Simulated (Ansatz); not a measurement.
The calculation used DFT PBE, scalar-relativistic, plane waves, PAW (Ansatz). Settings: cutoff 420 eV, Γ-centred meshes spaced at most about 0.3 Å⁻¹ (2π included), Gaussian smearing. No spin polarisation in the final relaxations.

These are static total energies at zero pressure.

Two forms of Al₃GaAs₄ were relaxed alike.

A.

```
CELL_PARAMETERS angstrom
5.73295 0.00000 0.00000
0.00000 5.73295 0.00000
0.00000 0.00000 5.73295
ATOMIC_POSITIONS crystal
Al 0.50000 0.00000 0.00000
Al 0.00000 0.00000 0.50000
Al 0.00000 0.50000 0.00000
Ga 0.50000 0.50000 0.50000
As 0.75089 0.24911 0.75089
As 0.75089 0.75089 0.24911
As 0.24911 0.24911 0.24911
As 0.24911 0.75089 0.75089
```

B.

```
CELL_PARAMETERS angstrom
-2.86640 2.86640 5.73324
2.86640 -2.86640 5.73324
2.86640 2.86640 -5.73324
ATOMIC_POSITIONS crystal
Al 0.00000 0.00000 0.00000
Al 0.25000 0.75000 0.50000
Al 0.75000 0.25000 0.50000
Ga 0.50000 0.50000 0.00000
As 0.12382 0.12382 0.49850
As 0.37469 0.87618 0.00000
As 0.62531 0.62531 0.50150
As 0.87618 0.37469 0.00000
```

Task: Which placement of the atoms is lower in energy, and by how much?

Result: They are level within the accuracy (under 1 meV/atom apart). The two share one framework of sites and differ in which element sits where. A has Al and Ga ordered on zinc blende sites, space group P-43m (No. 215), 23.6 Å³/atom and a gap of 1.03 eV on its mesh; B has Al and Ga ordered on zinc blende sites, space group I-42m (No. 121), 23.6 Å³/atom and a gap of 1.33 eV. Counting As atoms around Al and Ga (those within 1.25 times the shortest such distance or 1.15 times the sum of covalent radii), A and B both have Al 4, Ga 4. Both come from invented guesses.

Kohn–Sham gaps at this level usually fall short of measured ones. Cells relaxed within their symmetry can be saddle points.
